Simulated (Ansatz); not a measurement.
**LuH₂: reading a single point**

```
Lu H
1.0
     0.00000    2.55329    2.55329
     2.55329    0.00000    2.55329
     2.55329    2.55329    0.00000
Lu H
1 2
Direct
  0.00000 0.00000 0.00000
  0.25000 0.25000 0.25000
  0.75000 0.75000 0.75000
```

Single point in Ansatz 0.2.0 with r2SCAN, no spin polarisation. Cutoff 500 eV, PAW datasets, 11×11×11 Γ-centred k mesh, fermi-dirac filling (width 0.0253 eV).

**Formation energy.** -0.75 eV an atom against the elements' usual phases (free molecules for gases, crystals otherwise, with no correction for O₂ or N₂), so it is bound against them; other compounds may still compete. Relaxing would lower it.
**Electronic structure.** It is a metal, with about 0.59 states/eV a cell as the mean within 0.25 eV of the Fermi level, mostly Lu d (93 %).
**Charges.** Bader charges in e: Lu +1.71, H -0.85. In the mean Lu gives up most and H takes most.
**Stress.** The pressure is -5.8 GPa (compression positive), so with the atoms held at these fractions the cell would first shrink.

Origin: a database entry at a rescaled volume.

Cost: 24 s on 1 thread of Arm Neoverse V1, on a shared host, peak memory 0.42 GiB (start from a saved density). The time holds forces, stress, Bader, DOS, bands, ELF.
